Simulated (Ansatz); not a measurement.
BaTaO₃ (cubic perovskite, Pm-3m), the program Ansatz at the r²SCAN level (PAW), all energies at zero smearing, with the estimated change up to a 700 eV cutoff added, with one set of potentials and settings (totals compare only within such a set). Cell of 5 atoms (1 Ba, 1 Ta, 3 O): -17622.454 eV.

```
element                            reference phase  E (eV/atom)
-------  -----------------------------------------  -----------
Ba                      Im-3m, 1 atoms in the cell   -5964.4614
Ta                      Im-3m, 1 atoms in the cell   -9944.3222
O        C2/m, 4 atoms in the cell, spin-polarised    -566.0281
```

Formation energy per atom, worked out: (-17622.454 − 1×(-5964.4614) − 1×(-9944.3222) − 3×(-566.0281))/5 = -3.117 eV/atom (-301 kJ per mol of atoms), at 0 K, without zero-point energy or fitted corrections.

The first step of the workflow began from a Materials Project structure, measured or hypothetical; the Crystallography Open Database copy checked does not list it. Its standing as an ambient phase is unchecked. The r²SCAN relaxation kept the symmetry of its start; whether a distortion lowers the energy is not shown. No spin polarisation was allowed. The references are the lowest solids computed at this level, not always the standard phases (solids in place of the gases). Spin–orbit coupling is left out wherever it is not named.

Potentials: the later of the program's two PAW sets.
